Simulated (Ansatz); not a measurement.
Relaxed Ba (bcc, W type):

```yaml
crystal:
  lattice:
    - [-5.02000, 5.02000, 5.02000]
    - [2.51000, -2.51000, 2.51000]
    - [2.51000, 2.51000, -2.51000]
  atoms:
    - { symbol: Ba, position: [0.00000, 0.00000, 0.00000] }
    - { symbol: Ba, position: [0.50000, 0.00000, 0.00000] }
```

The atoms are displaced by Q × the pattern below (from a DFPT mode at N = (0.5, 0.0, 0.0), largest move 1; Q in Å), at fixed cell. (q is in reciprocal vectors of the primitive cell; the cell shown is doubled to hold the pattern.)

| atom | x | y | z |
|---|---|---|---|
| Ba1 | 0.000 | -0.707 | -0.707 |
| Ba2 | 0.000 | 0.707 | 0.707 |

Method: PBE (plane waves to 420 eV, PAW, scalar-relativistic; Ansatz, an electronic-structure program). k mesh 13×13×13 (Γ-centred), Fermi-Dirac smearing 0.05 eV. The energy includes the smearing's −TS. With partly filled bands, energies and forces of such displacements shift with the k mesh and the smearing. Ba was relaxed with its symmetry unable to fall. The zero of ΔE is the undisplaced structure. The last digit holds for this mesh only.

```csv
Q (Å),ΔE (meV/cell)
-0.1000,28.09
-0.0833,withheld
-0.0667,12.48
-0.0500,7.01
-0.0333,3.12
-0.0167,0.78
0.0000,0.00
0.0167,0.78
0.0333,3.12
0.0500,7.01
0.0667,12.48
0.0833,withheld
0.1000,28.09
```

**Question.** Fit an even polynomial form (powers 2, 4) to the given rows and predict ΔE at Q = 0.0833.

**Answer.** Least squares on the 11 given rows: ΔE = (2803)·Q² + (565.1)·Q⁴, in meV/cell with Q in Å; root-mean-square residual 0.005 meV/cell. At 0.0833 the fit gives 19.48 meV/cell; the calculation gives 19.50 meV/cell, so the interpolation is off by -0.02 (-0.1 %). The quadratic term alone would give 19.45 meV/cell.

(A displaced cell: forces are minus the slopes of the energy, force constants its curvatures, and phonons follow from these.)
